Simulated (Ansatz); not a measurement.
Li (fcc (Cu type), Fm-3m) under volume change, DFT-r²SCAN in the program Ansatz with PAW potentials, scaled uniformly.

| V (Å³/atom) | E − E(relaxed) (meV/atom) | P (GPa) |
|---|---|---|
| 19.053 | … | … |
| 19.681 | … | … |
| 20.309 | 0.8 | 0.42 |
| 20.937 | 0.0 | 0.00 |
| 21.565 | 0.7 | -0.37 |
| 22.193 | 2.8 | -0.69 |
| 22.821 | 6.1 | -0.97 |

Question: Complete the blanks.

Answer: 
- 19.681, E − E(relaxed) (meV/atom): 3.3
- 19.681, P (GPa): 0.89
- 19.053, E − E(relaxed) (meV/atom): 7.9
- 19.053, P (GPa): 1.43

Question: What does a third-order Birch–Murnaghan fit give for V₀, B₀ and B′?

Answer: V₀ = 20.94 Å³/atom, B₀ = 13.0 GPa, B′ = 3.3.

The first step of the workflow began from a Materials Project structure, measured or hypothetical; the Crystallography Open Database files this formula in space group No. 225, but the cells were not matched. It is not the phase usual at ambient conditions (space group No. 229). Symmetry was held in the r²SCAN relaxation; its stability against distortions is not shown here.

Potentials: the earlier of the program's two PAW sets.
